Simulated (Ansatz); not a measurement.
TaV2 (cubic Laves (MgCu2 type), Fd-3m) under volume change, DFT-r²SCAN in the program Ansatz with PAW potentials, scaled uniformly.

| V (Å³/atom) | E − E(relaxed) (meV/atom) | P (GPa) |
|---|---|---|
| 13.574 | 90.8 | 23.43 |
| 14.021 | 38.2 | 14.41 |
| 14.469 | ___ | ___ |
| 14.916 | 0.0 | 0.00 |
| 15.364 | 8.2 | -5.75 |
| 15.811 | ___ | ___ |
| 16.259 | 67.5 | -15.02 |

**Question.** Complete the blanks.

**Answer.** 
- 14.469, E − E(relaxed) (meV/atom): 9.1
- 14.469, P (GPa): 6.67
- 15.811, E − E(relaxed) (meV/atom): 31.4
- 15.811, P (GPa): -10.72

**Question.** What does a third-order Birch–Murnaghan fit give for V₀, B₀ and B′?

**Answer.** V₀ = 14.92 Å³/atom, B₀ = 206 GPa, B′ = 3.9.

The workflow started from an entry of the Crystallography Open Database (COD). Whether it is the stable phase at ambient conditions was not checked. The cell was relaxed with r²SCAN under the symmetry of its start; its stability against distortions is not shown here. The workflow began spin-polarised and lost its moments. Scalar-relativistic: spin–orbit coupling is off unless named, which matters more the heavier the elements.

Potentials: the later of the program's two PAW sets.
